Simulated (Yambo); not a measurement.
**Excitons in NaOH**

```xyz
6
Lattice="3.4259 0.0000 0.0000 0.0000 3.3464 0.0000 -1.5746 0.0000 5.0557" Properties=species:S:1:pos:R:3 pbc="T T T"
H      0.1177     3.1107     4.6687
H      1.7336     1.4375     0.3870
O      0.0528     2.5895     3.8488
O      1.7984     0.9163     1.2069
Na     0.0651     2.6658     1.5451
Na     1.7862     0.9926     3.5105
```

The geometry is that of Materials Project entry mp-626000, symmetrised and not relaxed again.

BSE in Yambo on PBEsol (pw.x of Quantum ESPRESSO, ONCV potentials, without SOC) bands: 8×8×4 mesh, 6 valence and 4 conduction bands, static screening with 37 bands and a 3 Ry block, scissor 2.85 eV, Tamm-Dancoff; field along x.

| state | energy (eV) | states within 2 meV | relative strength | class | main transitions |
|---|---|---|---|---|---|
| 1 | 5.49 | 1 | < 0.01 | weak | VB → CB (87 %) |
| 2 | 5.75 | 1 | < 0.01 | dark | VB−1 → CB (64 %) |
| 3 | 5.81 | 1 | 0.10 | strong | VB−2 → CB (69 %) |
| 4 | 5.85 | 1 | 1.00 | strong | several band pairs |
| 5 | 6.11 | 1 | < 0.01 | dark | VB → CB (96 %) |
| 6 | 6.31 | 1 | < 0.01 | dark | VB−1 → CB (82 %) |
| 7 | 6.34 | 1 | < 0.01 | dark | VB → CB (98 %) |
| 8 | 6.39 | 1 | 0.02 | weak | VB−2 → CB (78 %) |

These are vertical excitations (zero momentum); the indirect quasiparticle gap, about 6.36 eV, is smaller than the direct one (6.58 eV on the GW mesh). The direct quasiparticle gap on this mesh is 6.58 eV; counted from there, state 1 is bound by 1.09 eV. Convergence with the mesh was not shown.

Spin singlets only. Strengths are relative to the strongest of the lowest states of this run; strong means a line over 3 % of the spectrum's maximum, dark under 0.03 %. Absolute energies carry the error of the G0W0 scissor, whose convergence isn't established; the long-wavelength screening was taken along (1,1,1) although the crystal is anisotropic.

The structure is a Materials Project entry; no match was found in the copy of COD used, and its stability was not checked.
